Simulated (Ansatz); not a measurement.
Recipe of this trial structure of TiB6: Ti between graphite sheets, stage 1 (P6/mmm, No. 191) (host B; sites filled 1 of 3). The dimensions are guesses.

```cif
data_structure
_symmetry_space_group_name_H-M 'P6/mmm'
_symmetry_Int_Tables_number 191
_cell_length_a 4.7017
_cell_length_b 4.7017
_cell_length_c 3.9977
_cell_angle_alpha 90.000
_cell_angle_beta 90.000
_cell_angle_gamma 120.000
_cell_volume 76.53
loop_
_atom_site_label
_atom_site_type_symbol
_atom_site_symmetry_multiplicity
_atom_site_Wyckoff_symbol
_atom_site_fract_x
_atom_site_fract_y
_atom_site_fract_z
_atom_site_occupancy
Ti1 Ti 1 b 0.00000 0.00000 0.50000 1
B1 B 6 j 0.33333 0.33333 0.00000 1
```

Theory: Ansatz, DFT PBE+D3(BJ), scalar-relativistic, plane waves, PAW. Cutoff 420 eV, Gaussian smearing, Γ-centred meshes. Cell and atoms relax first on a coarse mesh and then on a finer one. In between, the cell is made exact in the group found at 0.06 Å. In metals the finer mesh still leaves noise of several meV/atom or more. The steps can't lower the symmetry of their start. No spin polarisation.

A guess keeps its type if space group and coordination stay and the shape of the cell changes little (axis ratios within about 15 %, angles within 6°); the volume may change.

Task: Does this structure survive the relaxation?

Result: It doesn't keep its type. The symmetry stays P6/mmm (No. 191). The volume per atom shrinks by 17.0 %, from 10.9 to 9.1 Å³. The shortest distance goes from 1.57 Å (B–B) to 1.65 Å (B–B). The ratio c/a of the conventional cell changes by a factor of 0.55. Counting neighbours within 15 % of an atom's shortest distance, the start has B 3, Ti 12 and the end B 3, Ti 14. In detail, at the end around Ti lie 12 B at 2.26 Å and 2 Ti at 2.52 Å; around B lie 1 B at 1.65 Å, 2 B at 1.87 Å and 2 Ti at 2.26 Å.

```cif
data_structure
_symmetry_space_group_name_H-M 'P6/mmm'
_symmetry_Int_Tables_number 191
_cell_length_a 5.3919
_cell_length_b 5.3919
_cell_length_c 2.5242
_cell_angle_alpha 90.000
_cell_angle_beta 90.000
_cell_angle_gamma 120.000
_cell_volume 63.55
loop_
_atom_site_label
_atom_site_type_symbol
_atom_site_symmetry_multiplicity
_atom_site_Wyckoff_symbol
_atom_site_fract_x
_atom_site_fract_y
_atom_site_fract_z
_atom_site_occupancy
Ti1 Ti 1 b 0.00000 0.00000 0.50000 1
B1 B 6 j 0.34727 0.34727 0.00000 1
```

The last run used a 9×9×14 mesh (in the run's order of axes) for its 7-atom cell and Gaussian smearing of 0.10 eV. A structure relaxed within its symmetry needn't be a true minimum.
